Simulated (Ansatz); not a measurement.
rocksalt-structured BiIr

Method: PBEsol, scalar-relativistic; no spin polarisation; PAW, 420 eV, 10×10×10 k-mesh, Gaussian smearing of 0.05 eV; code Ansatz; PAW files: Ansatz's generated set soft_2.

```cif
data_structure
_symmetry_space_group_name_H-M 'P 1'
_symmetry_Int_Tables_number 1
_cell_length_a 3.9177
_cell_length_b 3.9177
_cell_length_c 3.9177
_cell_angle_alpha 60.000
_cell_angle_beta 60.000
_cell_angle_gamma 60.000
_cell_volume 42.52
loop_
_atom_site_label
_atom_site_type_symbol
_atom_site_fract_x
_atom_site_fract_y
_atom_site_fract_z
_atom_site_occupancy
Ir1 Ir 0.50000 0.50000 0.50000 1
Bi1 Bi 0.00000 0.00000 0.00000 1
```

This is a trial structure made by placing the elements on a prototype's sites, so it needn't be the stable form.

The cell above was scaled in volume, its shape and atoms being fixed by the lattice's symmetry. Energies are counted from the cell above.

The cell is relaxed to zero pressure at this level.

| V (Å³/atom) | ΔE (meV/atom) | P (GPa) |
| --- | --- | --- |
| 20.41 | 15.7 | 6.2 |
| 20.83 | 3.8 | 2.9 |
| 21.26 | 0.0 | 0.0 |
| 21.69 | 3.6 | -2.5 |
| 22.11 | ? | ? |

(1) Fill in the withheld row.

(2) What do the points give for the equilibrium volume, the bulk modulus and its pressure derivative (third-order Birch–Murnaghan)?

Answers:

(1) ΔE (meV/atom): 13.4, P (GPa): -4.7.

(2) V0 = 21.26 Å³/atom, B0 = 136 GPa, B0′ = 5.7.

B0·V0 = 136.2 GPa × 21.26 Å³ = 18.08 eV/atom sets the scale: near the minimum ΔE ≈ ½ B0 V0 x², with x = V/V0 − 1, and a pressure of 1.4 GPa squeezes the volume by about 1 %. At the ends of the curve: x = −4.0 % predicts 14.4 meV/atom and the run gives 15.7; x = +4.0 % predicts 14.6 meV/atom and the run gives 13.4. The curve is steeper than the parabola on the compressed side and flatter on the expanded side: the bulk modulus rises with pressure.

These numbers lack spin–orbit coupling. The run is a metal.
